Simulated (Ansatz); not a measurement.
A relaxation computed with Ansatz, from input to last step.

```yaml
crystal:
  lattice:
    - [-1.935, 1.935, 3.98]
    - [1.935, -1.935, 3.98]
    - [1.935, 1.935, -3.98]
  atoms:
    - { symbol: Nb, position: [0.0, 0.0, 0.0] }
    - { symbol: Pd, position: [0.75, 0.25, 0.5] }
    - { symbol: Pd, position: [0.25, 0.75, 0.5] }
    - { symbol: Pd, position: [0.5, 0.5, 0.0] }
basis:
  ecutwfc: 500
kpoints:
  mp_grid: { grid: [16, 16, 16] }
hamiltonian:
  xc: r2scan
scf:
  occupations: { method: gaussian, width: 0.1 }
output:
  forces: true
  stress: true
  eigenvalues: true
  write_density: true
  write_potential: true
  elf: true
  volumetric_format: npy
relax:
  adjacent_minimum: "off"
  f_tol: 0.005
  max_steps: 80
  cell: { stress_tol: 0.05 }
```

```bash
ansatz run input.yaml --threads 1 --pin off --max-ram 2560MiB --backend cpu --events-out ev --progress --plain --runs-dir out
```

Theory: Ansatz 0.2.0, DFT r2SCAN, scalar-relativistic, plane waves, PAW.

Of 5 frames 5 are shown, positions in Å and forces in eV/Å; the SCF threshold varies from step to step. Steps run on the plane waves of an earlier cell, with a Pulay correction in the pressure. The basis is chosen afresh for the last frame, the zero of the energies, and at times for earlier ones too; energy and pressure step there, also at an unchanged geometry. The mark taken_back stands on steps that the optimiser undid.

```xyz
4
Lattice="-1.9350 1.9350 3.9800 1.9350 -1.9350 3.9800 1.9350 1.9350 -3.9800" Properties=species:S:1:pos:R:3:forces:R:3 pbc="T T T" step=1 free_energy_over_end_meV_per_atom=6.18 pressure_GPa=5.56
Nb    0.0000    0.0000    0.0000    0.0000    0.0000    0.0000
Pd    0.0000    1.9350    1.9900    0.0000    0.0000    0.0000
Pd    1.9350    0.0000    1.9900    0.0000    0.0000    0.0000
Pd    0.0000    0.0000    3.9800    0.0000    0.0000    0.0000
4
Lattice="-1.9697 1.9697 4.0602 1.9697 -1.9697 4.0602 1.9697 1.9697 -4.0602" Properties=species:S:1:pos:R:3:forces:R:3 pbc="T T T" step=2 free_energy_over_end_meV_per_atom=11.16 pressure_GPa=-6.32 taken_back
Nb    0.0000    0.0000    0.0000    0.0000    0.0000    0.0000
Pd    0.0000    1.9697    2.0301    0.0000    0.0000    0.0000
Pd    1.9697    0.0000    2.0301    0.0000    0.0000    0.0000
Pd    0.0000    0.0000    4.0602    0.0000    0.0000    0.0000
4
Lattice="-1.9512 1.9512 4.0158 1.9512 -1.9512 4.0158 1.9512 1.9512 -4.0158" Properties=species:S:1:pos:R:3:forces:R:3 pbc="T T T" step=3 free_energy_over_end_meV_per_atom=0.60 pressure_GPa=-0.33
Nb    0.0000    0.0000    0.0000    0.0000    0.0000    0.0000
Pd    0.0000    1.9512    2.0079    0.0000    0.0000    0.0000
Pd    1.9512    0.0000    2.0079    0.0000    0.0000    0.0000
Pd    0.0000    0.0000    4.0158    0.0000    0.0000    0.0000
4
Lattice="-1.9504 1.9504 4.0132 1.9504 -1.9504 4.0132 1.9504 1.9504 -4.0132" Properties=species:S:1:pos:R:3:forces:R:3 pbc="T T T" step=4 free_energy_over_end_meV_per_atom=0.54 pressure_GPa=-0.02
Nb    0.0000    0.0000    0.0000    0.0000    0.0000    0.0000
Pd    0.0000    1.9504    2.0066    0.0000    0.0000    0.0000
Pd    1.9504    0.0000    2.0066    0.0000    0.0000    0.0000
Pd    0.0000    0.0000    4.0132    0.0000    0.0000    0.0000
4
Lattice="-1.9504 1.9504 4.0132 1.9504 -1.9504 4.0132 1.9504 1.9504 -4.0132" Properties=species:S:1:pos:R:3:forces:R:3 pbc="T T T" step=5 free_energy_over_end_meV_per_atom=0.00 pressure_GPa=0.01
Nb    0.0000    0.0000    0.0000    0.0000    0.0000    0.0000
Pd    0.0000    1.9504    2.0066    0.0000    0.0000    0.0000
Pd    1.9504    0.0000    2.0066    0.0000    0.0000    0.0000
Pd    0.0000    0.0000    4.0132    0.0000    0.0000    0.0000
```

Time: 12 min on 1 thread of Arm Neoverse V1, on a shared host, peak memory 1.2 GiB.